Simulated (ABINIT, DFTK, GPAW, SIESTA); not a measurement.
**GaGe3: programs and potentials compared**

```xyz
4
Lattice="0.0000 3.3872 3.3872 3.3872 0.0000 3.3872 3.3872 3.3872 0.0000" Properties=species:S:1:pos:R:3 pbc="T T T"
Ge    3.3872    3.3872    3.3872
Ge    5.0808    5.0808    5.0808
Ge    1.6936    1.6936    1.6936
Ga    0.0000    0.0000    0.0000
```

The cell comes from a database or a generator and needn't be the stable form of this composition.

Alike in all runs: task single point; functional PBE; k mesh 7 × 7 × 7; occupations fermi-dirac, width 0.05 eV; no spin polarisation; no spin-orbit coupling. Pressure is positive in compression and, in plane waves, holds the error of the finite cutoff.

```tsv
program and potentials	plane-wave cutoff (eV)	notes	pressure (GPa)
GPAW, GPAW PAW data sets (gpaw-data 1.2.1)	600	3.75 valence electrons an atom on average	-0.77
ABINIT, JTH PAW PBE v2.0	599	13.75 valence electrons an atom on average	-0.88
SIESTA, files PseudoDojo sr-pbe-0.4.1-standard, DZP (energy shift 0.003 Ry; two zetas on semicore shells)	-	atomic basis; 13.75 valence electrons an atom on average	1.17
DFTK, PseudoDojo SR PBE 0.4.1 standard (PBE)	1088	13.75 valence electrons an atom on average	-0.49
```

The pressure spans -0.88 (ABINIT, JTH PAW PBE v2.0) to 1.17 GPa (SIESTA, files PseudoDojo sr-pbe-0.4.1-standard, DZP (energy shift 0.003 Ry; two zetas on semicore shells)). The pressure on the cell as given of SIESTA, files PseudoDojo sr-pbe-0.4.1-standard, DZP (energy shift 0.003 Ry; two zetas on semicore shells) lies far from the others; the cause wasn't traced. Rows in atomic bases carry the error of their basis and grid, which can be large.

The functional is the same throughout but for its coding, so the spread measures potentials, basis and numerics; runs on potential files found faulty are left out.
